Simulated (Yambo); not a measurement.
Yambo run on LiTaS$_{2}$ (space group P6_3/mmc, No. 194). The wavefunctions are PBEsol (Quantum ESPRESSO, PseudoDojo norm-conserving, 74 Ry, scalar-relativistic) ones on a 6×6×1 mesh (28 occupied bands); a = b = 3.3486 Å, c = 12.8881 Å, α = β = 90.00°, γ = 120.00°.

Yambo input:

```
rim_cut
HF_and_locXC
RandQpts= 1000000
RandGvec= 1 Ry
EXXRLvcs= 74 Ry
VXCRLvcs= 296 Ry
% QPkrange
 1 | 1 | 28 | 29 |
 4 | 4 | 28 | 29 |
 5 | 5 | 28 | 29 |
 7 | 7 | 28 | 29 |
%
```

k points by index: 1 = Γ, 4 = M, 5 = (0.167, 0.167, 0), 7 = K.

Table of the .hf output:

```
#    K-point    Band    Eo [eV]    Ehf [eV]    Vxc [eV]    Vnlxc [eV]
#
    1    28    0.000000    0.384022    -14.50779    -14.12377
    1    29    1.717754    6.079479    -14.29133    -9.929603
    4    28    -1.494700    -2.584510    -13.08835    -14.17816
    4    29    2.311819    7.035051    -11.85483    -7.131594
    5    28    -1.318324    -1.870633    -13.88942    -14.44173
    5    29    0.704474    4.928249    -13.15529    -8.931517
    7    28    -0.458201    -0.409988    -13.75166    -13.70345
    7    29    1.277817    5.671353    -14.74803    -10.35449
```
Exchange alone, without screening.

Spin-orbit coupling is not included.

Geometry of the Materials Project entry, not relaxed at this level.

The structure is a Materials Project entry; no match was found in the copy of COD used, and its stability was not checked.
